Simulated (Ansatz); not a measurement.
Data:

PbS:
```
CELL_PARAMETERS angstrom
      5.10078     0.00000     0.00000
      0.00000     5.10078     0.00000
      0.00000     0.00000     4.12701
ATOMIC_POSITIONS crystal
  Pb 0.50000 0.00000 0.30404
  Pb 0.00000 0.50000 0.69596
  S  0.00000 0.00000 0.00000
  S  0.50000 0.50000 0.00000
```

This is the r²SCAN+D4-relaxed structure. x, y and z are the axes in which the lattice vectors are written.

All from r²SCAN+D4 in the plane-wave PAW code Ansatz, unless another level is named. Give the hole effective mass.

0.31, 0.96, 1.4 mₑ (principal values).

Predict the HSE06 gap on the r²SCAN+D4 cell.

1.28 eV.

And the smallest direct gap on the standard path?

1.29 eV.

Predict the gap with spin–orbit coupling.

0.65 eV.

What about the conduction-band minimum?

off the standard path, at k = (0.133, 0.133, 0.393) in fractions of the reciprocal vectors.

And the valence-band maximum?

off the standard path, at k = (0.000, 0.294, 0.260) in fractions of the reciprocal vectors.

Space group P4/nmm. The start of the workflow was typed in or built on a structure type; neither database checked (COD, Materials Project) lists it. It is not the phase usual at ambient conditions (space group No. 225). Symmetry was held in the r²SCAN+D4 relaxation. At this level the phase is mechanically unstable. The volume moved by -18 % from the start of the relaxation. Spin–orbit coupling is left out wherever it is not named.

Potentials: the earlier of the program's two PAW sets.
